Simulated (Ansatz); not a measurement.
# YTe: do energies and stresses tell the same story?

All numbers below come from DFT r2SCAN, scalar-relativistic, plane waves, PAW (Ansatz).

Settings: cutoff 500 eV, Γ-centred mesh 12×12×12 on the computed 2-atom cell, Gaussian smearing of 0.10 eV; no spin polarisation.

Relaxed cell: Fm-3m, a = 6.164 Å, b = 6.164 Å, c = 6.164 Å, α = 90.00°, β = 90.00°, γ = 90.00°, 2 atoms in the primitive cell. Whether it is the stable form of this composition wasn't checked.

Energies at zero smearing and pressures from the stress tensor, at volumes with shape and atoms relaxed:
```csv
V (Å³/atom),E − E(first) (meV/atom),P (GPa)
25.766,0.00,11.11
26.644,-51.11,7.64
27.522,-84.63,4.68
28.401,-103.18,2.16
29.279,-108.95,0.02
30.157,-103.84,-1.81
31.036,-89.45,-3.37
32.207,-58.18,-5.10
```

Problem. Check P = −dE/dV between neighbouring volumes, and get the bulk modulus from the pressures alone.

Solution. With 1 eV/Å³ = 160.2 GPa:
```json
{"middle V (Å³/atom)": "26.205", "−ΔE/ΔV (GPa)": "9.323", "mean P (GPa)": "9.372"}
{"middle V (Å³/atom)": "27.083", "−ΔE/ΔV (GPa)": "6.115", "mean P (GPa)": "6.159"}
{"middle V (Å³/atom)": "27.962", "−ΔE/ΔV (GPa)": "3.382", "mean P (GPa)": "3.422"}
{"middle V (Å³/atom)": "28.840", "−ΔE/ΔV (GPa)": "1.053", "mean P (GPa)": "1.090"}
{"middle V (Å³/atom)": "29.718", "−ΔE/ΔV (GPa)": "-0.933", "mean P (GPa)": "-0.898"}
{"middle V (Å³/atom)": "30.597", "−ΔE/ΔV (GPa)": "-2.625", "mean P (GPa)": "-2.592"}
{"middle V (Å³/atom)": "31.621", "−ΔE/ΔV (GPa)": "-4.278", "mean P (GPa)": "-4.233"}
```

The two differ by 0.05 GPa at most. The mean of two end pressures misses the average over a step by about ΔV² P″/12, up to 0.05 GPa here; with that taken off 0.01 GPa remains. Around V = 29.279 Å³/atom, the two neighbours give B = −V ΔP/ΔV = 29.279 × 3.98 / 1.757 = 66.3 GPa, against B0 = 65.9 GPa from the Birch–Murnaghan fit of the energies.

Cost: 9 runs of about 3 core-minutes in all, on Arm Neoverse V1 (shared hosts).